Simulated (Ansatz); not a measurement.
Geometry optimisation in Ansatz: input, command and trajectory.

```yaml
crystal:
  lattice:
    - [-1.8617717061, 1.8617717061, 6.4733341967]
    - [1.8617717061, -1.8617717061, 6.4733341967]
    - [1.8617717061, 1.8617717061, -6.4733341967]
  atoms:
    - { symbol: Si, position: [0.0, 0.0, 0.0] }
    - { symbol: Si, position: [0.75, 0.25, 0.5] }
    - { symbol: Mo, position: [0.4165, 0.4165, 0.0] }
    - { symbol: Mo, position: [0.1665, 0.6665, 0.5] }
    - { symbol: Mo, position: [0.3335, 0.8335, 0.5] }
    - { symbol: Mo, position: [0.5835, 0.5835, 0.0] }
basis:
  ecutwfc: 420
kpoints:
  mp_grid: { grid: [6, 6, 6] }
hamiltonian:
  xc: pbe
scf:
  occupations: { method: gaussian, width: 0.1 }
  lower_state_search: "off"
output:
  forces: true
  stress: true
  eigenvalues: true
relax:
  adjacent_minimum: "off"
  f_tol: 0.04
  max_steps: 70
  cell: { stress_tol: 0.4 }
```

```bash
ansatz run input.yaml --threads 1 --pin off --max-ram 2560MiB --backend cpu --events-out ev --progress --plain --runs-dir out
```

The calculation used DFT PBE, scalar-relativistic, plane waves, PAW in Ansatz 0.2.0.

Of 21 frames 10 are shown, positions in Å and forces in eV/Å; the SCF threshold varies from step to step. Steps run on the plane waves of an earlier cell, with a Pulay correction in the pressure. The basis is chosen afresh for the last frame, the zero of the energies, and at times for earlier ones too; energy and pressure step there, also at an unchanged geometry. Here that happened at step 14 (-163 meV/atom, 9.8 GPa); the frames before carry an error of that size.

```xyz
6
Lattice="-1.8618 1.8618 6.4733 1.8618 -1.8618 6.4733 1.8618 1.8618 -6.4733" Properties=species:S:1:pos:R:3:forces:R:3 pbc="T T T" step=1 free_energy_over_end_meV_per_atom=1423.52 pressure_GPa=49.51
Si    0.0000    0.0000    0.0000    0.0000    0.0000    0.0000
Si    0.0000    1.8618    3.2367    0.0000    0.0000    0.0000
Mo    0.0000    0.0000    5.3923    0.0000    0.0000    0.5361
Mo    1.8618    0.0000    2.1556    0.0000    0.0000    0.5361
Mo    1.8618    0.0000    4.3177    0.0000    0.0000   -0.5361
Mo    0.0000    0.0000    7.5544    0.0000    0.0000   -0.5361
6
Lattice="-1.9151 1.9151 7.1042 1.9151 -1.9151 7.1042 1.9151 1.9151 -7.1042" Properties=species:S:1:pos:R:3:forces:R:3 pbc="T T T" step=3 free_energy_over_end_meV_per_atom=905.00 pressure_GPa=8.21
Si    0.0000    0.0000    0.0000    0.0000    0.0000    0.0000
Si    0.0000    1.9151    3.5521    0.0000    0.0000    0.0000
Mo    0.0000    0.0000    5.9550    0.0000    0.0000    0.1162
Mo    1.9151    0.0000    2.4029    0.0000    0.0000    0.1162
Mo    1.9151    0.0000    4.7013    0.0000    0.0000   -0.1162
Mo    0.0000    0.0000    8.2533    0.0000    0.0000   -0.1162
6
Lattice="-1.8378 1.8378 7.7434 1.8378 -1.8378 7.7434 1.8378 1.8378 -7.7434" Properties=species:S:1:pos:R:3:forces:R:3 pbc="T T T" step=5 free_energy_over_end_meV_per_atom=725.10 pressure_GPa=0.20
Si    0.0000    0.0000    0.0000    0.0000    0.0000    0.0000
Si    0.0000    1.8378    3.8717    0.0000    0.0000    0.0000
Mo    0.0000    0.0000    6.5576    0.0000    0.0000    0.1063
Mo    1.8378    0.0000    2.6859    0.0000    0.0000    0.1063
Mo    1.8378    0.0000    5.0574    0.0000    0.0000   -0.1063
Mo    0.0000    0.0000    8.9291    0.0000    0.0000   -0.1063
6
Lattice="-1.6555 1.6555 8.6987 1.6555 -1.6555 8.6987 1.6555 1.6555 -8.6987" Properties=species:S:1:pos:R:3:forces:R:3 pbc="T T T" step=8 free_energy_over_end_meV_per_atom=458.97 pressure_GPa=0.62
Si    0.0000    0.0000    0.0000    0.0000    0.0000    0.0000
Si    0.0000    1.6555    4.3493    0.0000    0.0000    0.0000
Mo    0.0000    0.0000    7.4419    0.0000    0.0000   -0.2574
Mo    1.6555    0.0000    3.0925    0.0000    0.0000   -0.2574
Mo    1.6555    0.0000    5.6061    0.0000    0.0000    0.2574
Mo    0.0000    0.0000    9.9554    0.0000    0.0000    0.2574
6
Lattice="-1.5784 1.5784 9.1556 1.5784 -1.5784 9.1556 1.5784 1.5784 -9.1556" Properties=species:S:1:pos:R:3:forces:R:3 pbc="T T T" step=10 free_energy_over_end_meV_per_atom=404.71 pressure_GPa=0.66
Si    0.0000    0.0000    0.0000    0.0000    0.0000    0.0000
Si    0.0000    1.5784    4.5778    0.0000    0.0000    0.0000
Mo    0.0000    0.0000    7.8122    0.0000    0.0000   -0.3557
Mo    1.5784    0.0000    3.2344    0.0000    0.0000   -0.3557
Mo    1.5784    0.0000    5.9211    0.0000    0.0000    0.3557
Mo    0.0000    0.0000   10.4989    0.0000    0.0000    0.3557
6
Lattice="-1.5733 1.5733 9.2261 1.5733 -1.5733 9.2261 1.5733 1.5733 -9.2261" Properties=species:S:1:pos:R:3:forces:R:3 pbc="T T T" step=12 free_energy_over_end_meV_per_atom=402.00 pressure_GPa=-0.72
Si    0.0000    0.0000    0.0000    0.0000    0.0000    0.0000
Si    0.0000    1.5733    4.6130    0.0000    0.0000    0.0000
Mo    0.0000    0.0000    7.8549    0.0000    0.0000   -0.0201
Mo    1.5733    0.0000    3.2419    0.0000    0.0000   -0.0201
Mo    1.5733    0.0000    5.9841    0.0000    0.0000    0.0201
Mo    0.0000    0.0000   10.5972    0.0000    0.0000    0.0201
6
Lattice="-1.5711 1.5711 9.2214 1.5711 -1.5711 9.2214 1.5711 1.5711 -9.2214" Properties=species:S:1:pos:R:3:forces:R:3 pbc="T T T" step=14 free_energy_over_end_meV_per_atom=238.57 pressure_GPa=9.80
Si    0.0000    0.0000    0.0000    0.0000    0.0000    0.0000
Si    0.0000    1.5711    4.6107    0.0000    0.0000    0.0000
Mo    0.0000    0.0000    7.8502    0.0000    0.0000    0.3163
Mo    1.5711    0.0000    3.2395    0.0000    0.0000    0.3163
Mo    1.5711    0.0000    5.9819    0.0000    0.0000   -0.3163
Mo    0.0000    0.0000   10.5927    0.0000    0.0000   -0.3163
6
Lattice="-1.4956 1.4956 10.1760 1.4956 -1.4956 10.1760 1.4956 1.4956 -10.1760" Properties=species:S:1:pos:R:3:forces:R:3 pbc="T T T" step=17 free_energy_over_end_meV_per_atom=32.81 pressure_GPa=3.76
Si    0.0000    0.0000    0.0000    0.0000    0.0000    0.0000
Si    0.0000    1.4956    5.0880    0.0000    0.0000    0.0000
Mo    0.0000    0.0000    8.6531    0.0000    0.0000   -0.0102
Mo    1.4956    0.0000    3.5651    0.0000    0.0000   -0.0102
Mo    1.4956    0.0000    6.6109    0.0000    0.0000    0.0102
Mo    0.0000    0.0000   11.6989    0.0000    0.0000    0.0102
6
Lattice="-1.4592 1.4592 10.7017 1.4592 -1.4592 10.7017 1.4592 1.4592 -10.7017" Properties=species:S:1:pos:R:3:forces:R:3 pbc="T T T" step=19 free_energy_over_end_meV_per_atom=2.15 pressure_GPa=1.36
Si    0.0000    0.0000    0.0000    0.0000    0.0000    0.0000
Si    0.0000    1.4592    5.3508    0.0000    0.0000    0.0000
Mo    0.0000    0.0000    9.0829    0.0000    0.0000   -0.0227
Mo    1.4592    0.0000    3.7320    0.0000    0.0000   -0.0227
Mo    1.4592    0.0000    6.9697    0.0000    0.0000    0.0227
Mo    0.0000    0.0000   12.3205    0.0000    0.0000    0.0227
6
Lattice="-1.4634 1.4634 10.7202 1.4634 -1.4634 10.7202 1.4634 1.4634 -10.7202" Properties=species:S:1:pos:R:3:forces:R:3 pbc="T T T" step=21 free_energy_over_end_meV_per_atom=0.00 pressure_GPa=0.04
Si    0.0000    0.0000    0.0000    0.0000    0.0000    0.0000
Si    0.0000    1.4634    5.3601    0.0000    0.0000    0.0000
Mo    0.0000    0.0000    9.0969    0.0000    0.0000    0.0006
Mo    1.4634    0.0000    3.7368    0.0000    0.0000    0.0006
Mo    1.4634    0.0000    6.9834    0.0000    0.0000   -0.0006
Mo    0.0000    0.0000   12.3435    0.0000    0.0000   -0.0006
```

The start puts this composition into another compound's structure type, which needn't suit it. At the end the space group is I4_1/amd (tolerance 0.05 Å).

Time: 2.6 min on 1 thread of Intel(R) Xeon(R) Platinum 8259CL CPU @ 2.50GHz (Skylake/Cascade Lake) (shared host), peak memory 0.45 GiB.

The k mesh is coarse.